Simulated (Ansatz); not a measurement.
Mn3CuN (anti-perovskite, Pm-3m) under volume change, the program Ansatz at the r²SCAN level (PAW), scaled uniformly.

| V (Å³/atom) | E − E(relaxed) (meV/atom) | P (GPa) |
|---|---|---|
| 11.057 | 52.5 | 16.39 |
| 11.421 | 23.2 | 10.10 |
| 11.786 | [?] | [?] |
| 12.150 | 0.0 | 0.01 |
| 12.515 | [?] | [?] |
| 12.879 | 15.9 | -6.45 |
| 13.244 | 33.8 | -9.24 |

Some entries are withheld; supply them.


- 12.515, E − E(relaxed) (meV/atom): 4.3
- 12.515, P (GPa): -3.54
- 11.786, E − E(relaxed) (meV/atom): 5.7
- 11.786, P (GPa): 5.10

What does a third-order Birch–Murnaghan fit give for V₀, B₀ and B′?

V₀ = 12.18 Å³/atom, B₀ = 135 GPa, B′ = 4.8.

The first step of the workflow began from a Materials Project structure, measured or hypothetical; the Crystallography Open Database copy checked does not list it. Its standing as an ambient phase is unchecked. The r²SCAN relaxation kept the symmetry of its start; whether a distortion lowers the energy is not shown. Magnetic state: ferromagnetic, chosen from 4 collinear starts compared on coarse meshes (ties went to the first, and starts can fall back to one state), not a proven ground state. The program gave a warning on the electronic state, which may not be the lowest. No Hubbard U is applied.

Potentials: the later of the program's two PAW sets.
